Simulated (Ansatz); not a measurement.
AlNi:
Space group Pm-3m (No. 221); a = 2.862 Å, b = 2.862 Å, c = 2.862 Å, α = 90.00°, β = 90.00°, γ = 90.00°

| atom | site | symmetry | x | y | z |
|---|---|---|---|---|---|
| Al | 1a | m-3m | 0.0000 | 0.0000 | 0.0000 |
| Ni | 1b | m-3m | 0.5000 | 0.5000 | 0.5000 |

Relaxed with PBEsol.

### Question
Decompose the optical modes at the zone centre into irreducible representations, and say which are infrared and Raman allowed.

### Answer
Point group m-3m: Γ_opt = T1u. Infrared: T1u. Raman: none.

### Question
Assign frequencies (DFPT, the program Ansatz at the PBEsol level (PAW)).

### Answer
T1u 302 cm⁻¹.

Symmetry was held in the PBEsol relaxation; of distortions, only those at the zone centre were tested. The run is not spin-polarised. As this level gives no gap, phonon frequencies hold no LO–TO term and depend on the k-mesh and smearing (Fermi–Dirac, 0.1 eV here).

Potentials: the later of the program's two PAW sets.
